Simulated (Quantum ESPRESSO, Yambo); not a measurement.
# Ag₂S: DFT and GW levels

Ag2S has the triclinic space group P1 (No. 1), Pearson symbol aP6. Cell: a = 4.241 Å, b = 4.264 Å, c = 7.680 Å, α = 89.15°, β = 89.60°, γ = 68.38°. S1 on 1a has 4 Ag at 2.424–2.515 Å and 1 Ag at 2.748 Å. S2 on 1a is coordinated by 4 Ag at 2.426–2.509 Å and 1 Ag at 2.774 Å. Ag1 on 1a has 2 S at 2.438 Å (linear). Ag2 on 1a is surrounded by 2 S at 2.507–2.509 Å and 1 S at 2.774 Å. Ag3 on 1a is surrounded by 2 S at 2.512–2.515 Å and 1 S at 2.748 Å. Ag4 on 1a is surrounded by 2 S at 2.424 Å (linear). (Neighbours: up to the widest gap in distance over summed covalent radii, below 1.35, at either atom; cation-cation contacts left out.)

The geometry is that of Materials Project entry mp-32884, symmetrised and not relaxed again.

Starting point: norm-conserving PBEsol (Quantum ESPRESSO, 82 Ry, no spin-orbit coupling). G0W0 in Yambo: 4×4×2 Γ-centred k mesh, bands 17 to 160 and a 6 Ry block in the screening, 160 bands in G with the Bruneval-Gonze terminator, plasmon pole fitted at 27.2 eV.

```
Property                                                       Result
------------------------------------------------------------  -------
PBEsol gap along the band path                                1.23 eV
PBEsol gap between the mesh's edge points ((0, -0.5, 0) → Γ)  1.23 eV
G0W0 gap between the same points                              2.11 eV
PBEsol smallest direct gap on the mesh (at Γ)                 1.27 eV
G0W0 direct gap at that point                                 2.15 eV
```

```csv
k point,band,E PBEsol (eV),E QP (eV),shift (eV),Z
Γ,VB,-0.04,-0.50,-0.45,0.78
Γ,CB,1.23,1.66,0.43,0.81
"(0, 0, -0.5)",VB,-0.13,-0.57,-0.44,0.79
"(0, 0, -0.5)",CB,1.76,2.16,0.40,0.80
"(0, -0.5, 0)",VB,0.00,-0.45,-0.45,0.79
"(0, -0.5, 0)",CB,2.11,2.33,0.22,0.82
"(0, -0.5, -0.5)",VB,-0.21,-0.67,-0.45,0.79
"(0, -0.5, -0.5)",CB,1.56,1.85,0.29,0.81
"(-0.5, 0, -0.5)",VB,-0.20,-0.66,-0.45,0.79
"(-0.5, 0, -0.5)",CB,1.51,1.79,0.29,0.81
"(-0.5, -0.5, 0)",VB,-0.49,-0.96,-0.47,0.79
"(-0.5, -0.5, 0)",CB,1.47,1.88,0.40,0.82
"(-0.5, -0.5, -0.5)",VB,-1.10,-1.64,-0.54,0.78
"(-0.5, -0.5, -0.5)",CB,2.24,2.70,0.46,0.81
```

Energies count from the PBEsol valence-band maximum.

Nearest settings tried, and what they do to the gap: 113 bands in W, 113 bands in G: +89 meV; 5 Ry block (163 vectors against 215): -13 meV; 2×2×1 mesh: -109 meV. So the settings aren't converged at that level.

Spin-orbit splittings are left out.

The structure is a Materials Project entry; no match was found in the copy of COD used, and its stability was not checked.
